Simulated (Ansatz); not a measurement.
MoPt:
```
CELL_PARAMETERS angstrom
      4.42881     0.00000     0.00000
      0.00000     2.70264     0.00000
      0.00000     0.00000     4.88705
ATOMIC_POSITIONS crystal
  Mo 0.25000 0.00000 0.16367
  Mo 0.75000 0.00000 0.83633
  Pt 0.25000 0.50000 0.66425
  Pt 0.75000 0.50000 0.33575
```

This is the LDA-relaxed structure.

Question: All from LDA (plane waves, PAW; program Ansatz), unless another level is named. Predict the bulk modulus (Birch–Murnaghan fit).

Answer: 320 GPa.

Question: And the highest zone-centre frequency?

Answer: 232 cm^-1.

Space group Pmma. The workflow started from a Materials Project entry (that database holds measured and hypothetical structures alike); the Crystallography Open Database copy checked does not list it. With Mo and Pt taken as one species the cell has the higher symmetry P6_3/mmc, so it may be an ordered model of a mixed-site phase. Whether it is the stable phase at ambient conditions was not checked. Symmetry was held in the LDA relaxation; of distortions, only those at the zone centre were tested. No spin polarisation was allowed. As this level gives no gap, phonon frequencies hold no LO–TO term and depend on the k-mesh and smearing (Fermi–Dirac, 0.1 eV here). Spin–orbit coupling is left out wherever it is not named.

Potentials: the later of the program's two PAW sets.
